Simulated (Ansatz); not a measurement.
Si3N4:
```
CELL_PARAMETERS angstrom
      0.00000     3.86507     3.86507
      3.86507     0.00000     3.86507
      3.86507     3.86507     0.00000
ATOMIC_POSITIONS crystal
  Si 0.62500 0.62500 0.62500
  Si 0.12500 0.62500 0.62500
  Si 0.62500 0.12500 0.62500
  Si 0.62500 0.62500 0.12500
  Si 0.25000 0.25000 0.25000
  Si 0.00000 0.00000 0.00000
  N  0.86757 0.86757 0.86757
  N  0.39729 0.86757 0.86757
  N  0.86757 0.39729 0.86757
  N  0.86757 0.86757 0.39729
  N  0.38243 0.38243 0.38243
  N  0.85271 0.38243 0.38243
  N  0.38243 0.85271 0.38243
  N  0.38243 0.38243 0.85271
```

Relaxed with r²SCAN. DFT-r²SCAN in the program Ansatz with PAW potentials gives a gap of 4.03 eV.

Problem. What gap does HSE06 give on the same cell (Ansatz, PAW)?

Solution. 4.76 eV, 0.73 eV more. The hybrid was solved on a coarser mesh and at special points; its gap is the smallest among all of these.

```tsv
k	v1 r²SCAN	c1 r²SCAN	v1 HSE06	c1 HSE06
Γ	-0.03	4.03	-0.04	4.76
X	-0.49	7.42	?	?
L	-0.38	5.67	?	?
W	-0.80	7.40	?	?
K	-0.25	6.95	?	?
```

Problem. Top valence (v1) and lowest conduction level (c1) in eV from each method's valence maximum (which need not be a listed point): supply the withheld HSE06 values.

Solution. 
- X, v1 HSE06: -0.50
- X, c1 HSE06: 8.26
- W, v1 HSE06: -0.82
- W, c1 HSE06: 8.21
- L, v1 HSE06: -0.38
- L, c1 HSE06: 6.44
- K, v1 HSE06: -0.25
- K, c1 HSE06: 7.74

Cost on shared cores: the r²SCAN run (SCF on a 6×6×6 mesh, then bands and DOS) about 100 core-seconds (a rough figure), the HSE06 run (SCF on 4×4×4, then a few points) around 5 core-minutes (rough); the tasks are unlike.

Space group Fd-3m. The r²SCAN relaxation kept the symmetry of its start; phonons on a q-mesh show no instability.

Potentials: the later of the program's two PAW sets.
